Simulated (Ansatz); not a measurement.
Al5As: relaxation step by step

A trial structure of Al5As was built thus: random cell by space group and Wyckoff sites (Cmmm, No. 65). Its size is a rough estimate.

```
Al As
1.0
     3.33245   -3.37315    0.00000
     3.33245    3.37315    0.00000
     0.00000    0.00000    5.27744
Al As
5 1
Direct
  0.00000 0.00000 0.00000
  0.32335 0.67665 0.23850
  0.67665 0.32335 0.23850
  0.32335 0.67665 0.76150
  0.67665 0.32335 0.76150
  0.00000 0.00000 0.50000
```

These are results of DFT PBE, scalar-relativistic, plane waves, PAW (Ansatz 0.2.0), not measurements. Cutoff 420 eV, Gaussian smearing, Γ-centred meshes. Cell and atoms relax first on a coarse mesh and then on a finer one. In between, the cell is made exact in the group found at 0.06 Å. In metals the finer mesh still leaves noise of several meV/atom or more. The steps can't lower the symmetry of their start. No spin polarisation.

Steps on the 4×4×4 mesh (6 atoms, 13 steps). The free energy counts from the last step; the plane-wave basis is renewed at times, which shifts energy and pressure.

```tsv
step	ΔF (meV/atom)	V (Å³/atom)	P (GPa)	largest force component (eV/Å)
1	339.5	19.77	7.99	0.560
2	193.9	19.97	2.85	0.324
3	119.1	19.61	0.79	0.140
4	86.9	18.97	0.53	0.004
5	80.0	19.22	-0.75	0.018
6	48.2	18.31	0.71	0.155
7	19.3	17.57	2.20	0.180
8	13.0	17.51	2.09	0.094
9	5.6	18.09	-0.20	0.088
10	4.8	18.07	0.00	0.017
11	0.2	18.07	0.25	0.019
12	0.0	18.14	0.02	0.006
13	0.0	18.14	0.02	0.006
```

Steps on the 10×10×8 mesh (6 atoms, 12 steps). The free energy counts from the last step; the plane-wave basis is renewed at times, which shifts energy and pressure.

| step | ΔF (meV/atom) | V (Å³/atom) | P (GPa) | largest force component (eV/Å) |
| --- | --- | --- | --- | --- |
| 1 | 16.3 | 18.14 | -0.24 | 0.122 |
| 2 | 6.2 | 17.73 | 0.72 | 0.041 |
| 3 | 3.8 | 18.02 | -0.51 | 0.017 |
| 4 | 3.2 | 17.85 | 0.12 | 0.017 |
| 5 | 2.4 | 17.78 | 0.39 | 0.022 |
| 6 | 1.3 | 17.70 | 0.72 | 0.043 |
| 7 | 0.4 | 17.82 | 0.30 | 0.012 |
| 8 | 0.3 | 17.90 | 0.01 | 0.003 |
| 9 | 0.3 | 17.91 | -0.01 | 0.001 |
| 10 | 0.0 | 17.91 | 0.01 | 0.001 |
| 11 | 0.0 | 17.91 | 0.00 | 0.000 |
| 12 | 0.0 | 17.91 | 0.00 | 0.000 |

The relaxed structure:

```
CELL_PARAMETERS angstrom
2.41276 -3.88746 0.00000
2.41276 3.88746 0.00000
0.00000 0.00000 5.72875
ATOMIC_POSITIONS crystal
Al 0.00000 0.00000 0.00000
Al 0.32885 0.67115 0.24684
Al 0.67115 0.32885 0.24684
Al 0.32885 0.67115 0.75316
Al 0.67115 0.32885 0.75316
As 0.00000 0.00000 0.50000
```

The symmetry stays Cmmm (No. 65). The volume per atom shrinks by 9.4 %, from 19.8 to 17.9 Å³. The shortest distance goes from 2.38 Å (Al–Al) to 2.66 Å (Al–Al). The energy falls by about 0.35 eV/atom (the start's value is from the coarse mesh). Al on a site of symmetry mmm has 2 As at 2.86 Å and 12 Al at 2.92–3.10 Å; around Al on a site of symmetry m lie 6 Al at 2.66–2.92 Å, 3 As at 2.94–3.11 Å and 2 Al at 3.10 Å; around As lie 6 Al at 2.86–2.94 Å and 8 Al at 3.11 Å.

- Volume per atom: 17.91 Å³
- Density: 3.24 g/cm³
- Formation energy: +0.20 eV/atom
- Gap on the 10×10×8 mesh of the 6-atom cell: 0 eV (a metal)

The zero of energy is the elements' standard structures at the same level; no fitted shifts are applied.

The last run used Gaussian smearing of 0.10 eV. The reference form of As is held partly by dispersion forces, which this level lacks. Symmetry constrained the relaxation, so the result can be a saddle point. In all, the 3 runs took 5.3 min on 1 thread of Arm Neoverse V1, with other jobs on the host.
